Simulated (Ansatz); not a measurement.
# TiGe$_{2}$: from a starting cell to a relaxed one

The start is a generated cell, TiGe2 built in the AFLOW prototype A2B_oP12_62_2c_c (C37, as in Co2Si). Cell shape, volume and atoms are optimised at zero target pressure with r2SCAN (plane waves to 500 eV, PAW, scalar-relativistic; Ansatz, a quantum-chemistry and plane-wave program). First-step values are on the input's coarse k-mesh.

Ansatz input (later rounds restart from its end on a renewed k-mesh):
Ansatz 0.2 input:
```yaml
crystal:
  lattice:
    - [5.5446152, 0, 0]
    - [0, 4.2142683, 0]
    - [0, 0, 8.0147762]
  atoms:
    - { symbol: Ge, position: [0.538, 0.25, 0.782] }
    - { symbol: Ge, position: [0.038, 0.25, 0.718] }
    - { symbol: Ge, position: [0.462, 0.75, 0.218] }
    - { symbol: Ge, position: [0.962, 0.75, 0.282] }
    - { symbol: Ge, position: [0.174, 0.25, 0.062] }
    - { symbol: Ge, position: [0.674, 0.25, 0.438] }
    - { symbol: Ge, position: [0.826, 0.75, 0.938] }
    - { symbol: Ge, position: [0.326, 0.75, 0.562] }
    - { symbol: Ti, position: [0.702, 0.25, 0.111] }
    - { symbol: Ti, position: [0.202, 0.25, 0.389] }
    - { symbol: Ti, position: [0.298, 0.75, 0.889] }
    - { symbol: Ti, position: [0.798, 0.75, 0.611] }
basis: { ecutwfc: 500, ecutrho_ratio: 4, xc_grid: 4, fft_grid_basis: typed }
kpoints: { mp_grid: { grid: [4, 5, 3] } }
hamiltonian:
  xc: r2scan
  dispersion: none
  pseudopotentials: { kind: paw }
scf: { occupations: { method: fermi_dirac, width: 0.05 } }
relax: { f_tol: 0.01, max_steps: 100, cell: { stress_tol: 0.02 } }
output: { forces: true, stress: true }
```

Task: What pressure does the first self-consistent step give?

Result: +9 GPa (positive: the cell is compressed).

Task: How much energy is released per atom?

Result: 0.37 eV/atom.

Task: How does the volume per atom move from start to end?

Result: +5.0 %, from 15.61 to 16.39 Å³/atom.

Task: How do the shortest distances between atoms change?

Result: The closest pairs of elements (up to four, under 3.6 Å), start → end: Ge–Ge 2.82 → 2.55 Å; Ge–Ti 2.61 → 2.68 Å; Ti–Ti 3.55 → 3.63 Å.

The space group stays Pnma (No. 62) (the run could not lower it), with 12 atoms in the primitive cell. Final values are on a 6×10×5 k-mesh of the relaxed cell. No spin polarisation in the result.

The run could not lose the symmetry of its start, so the end can be a saddle point.

The relaxed structure here is a generated cell of TiGe2: the first start was made by placing the elements on the sites of a structure type, and the end was not matched to a known phase here, so it may be hypothetical.
